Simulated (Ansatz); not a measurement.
Input file for Ansatz (a program for electronic structure):

Ansatz 0.2 input:
```yaml
crystal:
  lattice:
    - [4.7685389862, 0.0, 0.0]
    - [0.0, 4.7685389862, 0.0]
    - [0.0, 0.0, 3.2113883159]
  atoms:
    - { symbol: Sn, position: [0.0, 0.0, 0.0] }
    - { symbol: Sn, position: [0.5, 0.5, 0.5] }
    - { symbol: O, position: [0.8063049381, 0.8063049381, 0.5] }
    - { symbol: O, position: [0.1936950619, 0.1936950619, 0.5] }
    - { symbol: O, position: [0.3063049381, 0.6936950619, 0.0] }
    - { symbol: O, position: [0.6936950619, 0.3063049381, 0.0] }
kpoints:
  mp_grid: { grid: [5, 5, 7] }
  band_path:
    path:
      - [[0.0, 0.0, 0.0], [0.0, 0.5, 0.0], [0.5, 0.5, 0.0], [0.0, 0.0, 0.0], [0.0, 0.0, 0.5], [0.0, 0.5, 0.5], [0.5, 0.5, 0.5], [0.0, 0.0, 0.5]]  # Γ-X-M-Γ-Z-R-A-Z
      - [[0.0, 0.5, 0.0], [0.0, 0.5, 0.5]]  # X-R
      - [[0.5, 0.5, 0.0], [0.5, 0.5, 0.5]]  # M-A
      - [VBM, CBM]
    npoints: 8
basis: { xc_grid: 2 }
hamiltonian:
  xc: pbesol
  pseudopotentials: { azcp: { folder: ./paw }, kind: paw_fr }
magnetization: { noncollinear: true, spin_orbit: true }
scf:
  n_extra_bands: 12
  convergence: { dr2_threshold: 0.0000000001 }
  occupations: { method: gaussian, width: 0.01 }
checkpoint: { write: soc.run }
output: { eigenvalues: true }
```

Output (shortened):

```
Pseudopotentials: kind: paw_fr
Pseudopotential: Sn, paw, valence charge 14
Pseudopotential: O, paw, valence charge 6
Functional definition: PBEsol
non-collinear run that drives no moment, with spin-orbit …
Crystal: 6 atoms, lattice volume = 73.024 Å³
Basis set: ecut = 420 eV, 1435 PW (Γ), exchange–correlation on 64×64×48 points (8 copies of the dense FFT grid, shifted against one another)
Bands: 64, of which v1, the nominal top of the filled ones, is band 52 counted from 1 (51 counted from 0)
Symmetry: 16 space group operations + 16 with time reversal
k-points: 24 of 175
Projection manifold: j_resolved (fully-relativistic pseudo-atomic orbitals)
PAW frozen core: Sn, regenerated for the run's functional, and the local potential with it
PAW frozen core: O, regenerated for the run's functional, and the local potential with it
Initial density: superposition of atomic densities (chi_scale 0.1, normalization cell, long waves kept (reshape's long-wave potential 0.00 eV rms))
Initial wavefunctions: pseudopotential atomic-orbital guess
Eigensolver: davidson
Functional: x = pbesol(κ = 0.804, μ = 0.12345679012345678), c = pbesol(β = 0.046)
SCF iter   1: F=—  HF=-14147.962415 eV  |F-HF|=—  |Δ(HF+E_count)|=         —  Δρ=6.92e-2  dr2=2.56e0  dr2_m=0.00e0 (ungated)  ethr=3.10e-3  |M|=0.00e0 ∫|m|=0.00e0 μB  |m|>n=0.0e0 m-floor=0.0e0 τ_xc=0.0e0  β_m=0.30  ⟨swp⟩=6.7  Hψ=3769  notcnv=0  defer=8
all-band conjugate gradients solve this SCF's bands
preconditioner: auto → Resta (q_TF=auto, 2.578 Å⁻¹)
spin=Noncollinear: Resta preconditioning applied to the charge; magnetization (m_x, m_y, m_z) channels mix plain (no charge-response kernel on spin).
SCF iter   2: F=—  HF=-14147.581249 eV  |F-HF|=—  |Δ(HF+E_count)|=   3.81e-1  Δρ=4.60e-2  dr2=1.00e0  dr2_m=0.00e0 (ungated)  ethr=3.10e-3  |M|=0.00e0 ∫|m|=0.00e0 μB  |m|>n=0.0e0 m-floor=0.0e0 τ_xc=0.0e0  β_m=0.53  ⟨swp⟩=2.0  Hψ=955  notcnv=0  defer=148
SCF iter   3: F=—  HF=-14147.396714 eV  |F-HF|=—  |Δ(HF+E_count)|=   1.85e-1  Δρ=1.17e-2  dr2=6.66e-2  dr2_m=0.00e0 (ungated)  ethr=1.93e-3  |M|=0.00e0 ∫|m|=0.00e0 μB  |m|>n=0.0e0 m-floor=0.0e0 τ_xc=0.0e0  β_m=0.64  ⟨swp⟩=3.0  Hψ=1386  notcnv=0  defer=150
SCF iter   4: F=—  HF=-14147.395031 eV  |F-HF|=—  |Δ(HF+E_count)|=   1.68e-3  Δρ=2.01e-3  dr2=2.17e-3  dr2_m=0.00e0 (ungated)  ethr=1.28e-4  |M|=0.00e0 ∫|m|=0.00e0 μB  |m|>n=0.0e0 m-floor=0.0e0 τ_xc=0.0e0  β_m=0.72  ⟨swp⟩=2.6  Hψ=995  notcnv=0  defer=150
SCF iter   5: F=—  HF=-14147.396691 eV  |F-HF|=—  |Δ(HF+E_count)|=   1.66e-3  Δρ=6.64e-4  dr2=2.52e-4  dr2_m=0.00e0 (ungated)  ethr=4.18e-6  |M|=0.00e0 ∫|m|=0.00e0 μB  |m|>n=0.0e0 m-floor=0.0e0 τ_xc=0.0e0  β_m=0.86  ⟨swp⟩=2.1  Hψ=1007  notcnv=0  defer=150
SCF iter   6: F=—  HF=-14147.396909 eV  |F-HF|=—  |Δ(HF+E_count)|=   2.17e-4  Δρ=9.15e-5  dr2=4.74e-6  dr2_m=0.00e0 (ungated)  ethr=4.85e-7  |M|=0.00e0 ∫|m|=0.00e0 μB  |m|>n=0.0e0 m-floor=0.0e0 τ_xc=0.0e0  β_m=0.93  ⟨swp⟩=2.0  Hψ=1075  notcnv=0  defer=150
SCF iter   7: F=—  HF=-14147.396912 eV  |F-HF|=—  |Δ(HF+E_count)|=   3.86e-6  Δρ=1.71e-5  dr2=1.97e-7  dr2_m=0.00e0 (ungated)  ethr=9.11e-9  |M|=0.00e0 ∫|m|=0.00e0 μB  |m|>n=0.0e0 m-floor=0.0e0 τ_xc=0.0e0  β_m=0.96  ⟨swp⟩=2.4  Hψ=1197  notcnv=0  defer=150
SCF iter   8: F=—  HF=-14147.396913 eV  |F-HF|=—  |Δ(HF+E_count)|=   1.05e-7  Δρ=3.31e-6  dr2=5.86e-9  dr2_m=0.00e0 (ungated)  ethr=3.80e-10  |M|=0.00e0 ∫|m|=0.00e0 μB  |m|>n=0.0e0 m-floor=0.0e0 τ_xc=0.0e0  β_m=0.98  ⟨swp⟩=2.5  Hψ=1181  notcnv=0  defer=150
SCF iter  10: F=-14147.396913 eV  HF=-14147.396913 eV  |F-HF|=5.46e-12  |Δ(HF+E_count)|=  2.69e-10  Δρ=7.09e-8  dr2=2.77e-12  dr2_m=0.00e0 (ungated)  ethr=1.00e-12  |M|=0.00e0 ∫|m|=0.00e0 μB  |m|>n=0.0e0 m-floor=0.0e0 τ_xc=0.0e0  ⟨swp⟩=10.5  Hψ=2484  notcnv=0
SCF 1 converged in 10 iterations: F = -14147.396913 eV  dr2 = 2.77e-12
NSCF: frozen V_eff on 40 k-points
NSCF: frozen V_eff on 34 k-points
NSCF: frozen V_eff on 5 k-points
NSCF: frozen V_eff on 5 k-points
NSCF: frozen V_eff on 5 k-points
NSCF: frozen V_eff on 5 k-points
NSCF: frozen V_eff on 5 k-points
NSCF: frozen V_eff on 5 k-points
NSCF: frozen V_eff on 84 k-points
SCF converged after 10 iterations
Magnetization: |M| = 0.0000 μB,  M = (+0.0000, +0.0000, +0.0000) μB
Absolute magnetization: 0.0000 μB (∫|m|)
  site 0: m = (+0.0000, +0.0000, +0.0000) μB, |m| = 0.0000 μB  (R = 0.85 Å)
  site 1: m = (+0.0000, +0.0000, +0.0000) μB, |m| = 0.0000 μB  (R = 0.85 Å)
  site 2: m = (+0.0000, +0.0000, +0.0000) μB, |m| = 0.0000 μB  (R = 0.85 Å)
  site 3: m = (+0.0000, +0.0000, +0.0000) μB, |m| = 0.0000 μB  (R = 0.85 Å)
  site 4: m = (+0.0000, +0.0000, +0.0000) μB, |m| = 0.0000 μB  (R = 0.85 Å)
  site 5: m = (+0.0000, +0.0000, +0.0000) μB, |m| = 0.0000 μB  (R = 0.85 Å)
Free energy (F): -14147.396913 eV
Harris-Foulkes:  -14147.396913 eV  (|F-HF|=5.46e-12)
Internal energy: -14147.396913 eV  (E = F + TS)
E sigma→0 (E₀):  -14147.396913 eV
Fermi energy:    9.590540 eV
--- Per-component energies (eV) ---
  E_band       = -133.789452
  E_kinetic    = 1015.112501
  E_local      = -3199.064416  (includes V_loc(G=0)·N_el)
  E_nonlocal   = 506.851528
  E_hartree    = 1449.405557
  E_xc         = -530.105683
  E_vxc        = -521.844852  (∫ρ·V_xc dr)
  E_paw        = -9234.340507  (= ΣΔE_a)
  E_vpaw       = -833.659201  (= ΣTr[D̂ρ^β])
  E_aug_tail   = 0.003906  (compensation charges beyond the density's cutoff)
  E_ewald      = -4155.976772
  E_core_change = 0.716974  (= ΣΔE_core)
  E_smearing   =  0.000000  (= −TS)
  E_closure    = 0.000000  (closes the sum)
  Σ components = -14147.396913   (vs F -14147.396913, Δ=0.00e0)
  [band-id]    e_kinetic+e_local+e_nonlocal+2·e_hartree+e_vxc+e_vpaw+e_augmentation_tail = -133.789421   (vs E_band -133.789452, Δ=3.16e-5)
--- Band table (eV; the first three rows and the last of 24) ---
  k-point 0: bands = ["-12.0379", "-12.0379", "-11.5456", "-11.5456", "-11.4354", "-11.4354", "-11.3758", "-11.3758", "-10.7088", "-10.7088", "-10.6169", "-10.6169", "-10.4708", "-10.4708", "-10.3695", "-10.3695", "-10.2900", "-10.2900", "-10.2826", "-10.2826", "-9.6367", "-9.6367", "-7.8539", "-7.8539", "-7.8186", "-7.8186", "-6.0855", "-6.0855", "0.9790", "0.9790", "5.0112", "5.0112", "5.1054", "5.1054", "5.1810", "5.1810", "6.0423", "6.0423", "7.0972", "7.0972", "7.1722", "7.1722", "7.8591", "7.8591", "7.8757", "7.8757", "8.3420", "8.3420", "8.3667", "8.3667", "9.1252", "9.1252", "10.0559", "10.0559", "14.9982", "14.9982", "15.0628", "15.0628", "15.2653", "15.2653", "19.2353", "19.2353", "19.2787", "19.2787"]
  k-point 1: bands = ["-11.9619", "-11.9619", "-11.5481", "-11.5481", "-11.4912", "-11.4912", "-11.3968", "-11.3968", "-10.7166", "-10.7166", "-10.6308", "-10.6308", "-10.5566", "-10.5566", "-10.3876", "-10.3876", "-10.3275", "-10.3275", "-10.2956", "-10.2956", "-9.5357", "-9.5357", "-7.5514", "-7.5514", "-7.5159", "-7.5159", "-6.2359", "-6.2359", "0.9670", "0.9670", "5.0114", "5.0114", "5.1867", "5.1867", "5.2995", "5.2995", "5.8557", "5.8557", "6.1759", "6.1759", "6.9914", "6.9914", "7.1583", "7.1583", "7.1614", "7.1614", "8.3713", "8.3713", "8.3879", "8.3879", "8.9579", "8.9579", "11.2735", "11.2735", "15.3815", "15.3815", "15.8797", "15.8797", "16.0919", "16.0919", "18.1486", "18.1486", "20.2526", "20.2526"]
  k-point 2: bands = ["-11.7826", "-11.7826", "-11.6707", "-11.6707", "-11.6556", "-11.6556", "-11.4158", "-11.4158", "-10.7070", "-10.7070", "-10.6594", "-10.6594", "-10.6452", "-10.6452", "-10.4361", "-10.4361", "-10.3135", "-10.3135", "-10.2909", "-10.2909", "-9.1485", "-9.1485", "-6.9348", "-6.9348", "-6.9054", "-6.9054", "-6.7124", "-6.7124", "1.0361", "1.0361", "4.0164", "4.0164", "4.8580", "4.8580", "5.5061", "5.5061", "5.6502", "5.6502", "6.0756", "6.0756", "6.1296", "6.1296", "6.4060", "6.4060", "6.5618", "6.5618", "8.2253", "8.2253", "8.2300", "8.2300", "8.4932", "8.4932", "13.0860", "13.0860", "15.7908", "15.7908", "17.5337", "17.5337", "17.5970", "17.5970", "17.8099", "17.8099", "20.2926", "20.2926"]
  k-point 23: bands = ["-11.8794", "-11.8794", "-11.8181", "-11.8181", "-11.5447", "-11.5447", "-11.4809", "-11.4809", "-10.7031", "-10.7031", "-10.6869", "-10.6869", "-10.5766", "-10.5766", "-10.5080", "-10.5080", "-10.2827", "-10.2827", "-10.2634", "-10.2634", "-7.9688", "-7.9688", "-7.7881", "-7.7881", "-6.5289", "-6.5289", "-6.4085", "-6.4085", "1.2892", "1.2892", "1.4287", "1.4287", "4.2821", "4.2821", "4.3053", "4.3053", "5.3464", "5.3464", "6.4484", "6.4484", "6.6071", "6.6071", "7.5964", "7.5964", "8.0890", "8.0890", "8.1033", "8.1033", "8.2591", "8.2591", "8.2934", "8.2934", "13.8759", "13.8759", "13.9809", "13.9809", "17.5513", "17.5513", "17.9618", "17.9618", "19.4322", "19.4322", "19.6942", "19.6942"]
  band table: 64 of 64 bands, residual norms ≤ 1.0e-3 eV
```

Cost: about 70 core-seconds (a rough figure) on shared cores.

Space group P4_2/mnm (rutile). The cell was relaxed with PBEsol under the symmetry of its start.

Potentials: the earlier of the program's two PAW sets. The files were generated under PBE; for other functionals the program regenerates the frozen cores, and for LDA and PBEsol the local potential too.

Ansatz is a plane-wave DFT program.
